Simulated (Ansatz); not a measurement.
Zone-centre phonons of GaNi at 5 GPa: input and output

Theory: Ansatz, DFT PBEsol, scalar-relativistic, plane waves, PAW.

Launched with:
```bash
ansatz run input.yaml --threads 1 --pin off --max-ram 3072MiB --backend cpu --events-out ev --progress --plain --runs-dir out
```

Input (bare energies are in eV):
```yaml
crystal:
  lattice:
    - [2.8487773299, 0.0, 0.0]
    - [0.0, 2.8487773299, 0.0]
    - [0.0, 0.0, 2.8487773299]
  atoms:
    - { symbol: Ga, position: [0.0, 0.0, 0.0] }
    - { symbol: Ni, position: [0.5, 0.5, 0.5] }
basis:
  ecutwfc: 420
kpoints:
  mp_grid: { grid: [14, 14, 14] }
hamiltonian:
  xc: pbesol
scf:
  occupations: { method: fermi_dirac, width: 0.15 }
output:
  eigenvalues: true
phonons:
  method: dfpt
  eigenvectors: true
```

The end of the output:
```
--- Phonons (Γ-DFPT): 2 representative perturbations + reference, on 288 of 2744 k-points (Σ response iterations 6) ---
  k mesh reduced under 8 symmetry operations, with k and −k counted as one. Each operation leaves every solved perturbation unchanged. A smaller set is not used because it would not reduce the number of displacements ...
  ASR residual: 9.374e-4 → 0.000e0 eV/Å²; symmetrization residual: 4.551e-7 eV/Å²
  ASR residual per site (eV/Å²): 8.25e-5 9.37e-4
  Γ frequencies (cm⁻¹): 0.00 0.00 0.00 226.75 226.75 226.75
  non-analytic LO–TO correction: not included (Born effective charges unavailable; polar crystals: no LO–TO splitting at Γ)
```

The run took 25 s on 1 thread of Intel(R) Xeon(R) Platinum 8488C (Sapphire Rapids), with other jobs on the host, peak memory 0.8 GiB.

In a metal, frequencies and elastic constants depend on the k mesh and the smearing, soft modes and shear constants most. Spin polarisation was left out, and a magnetic state may lie lower. Other phases may be more stable at this pressure.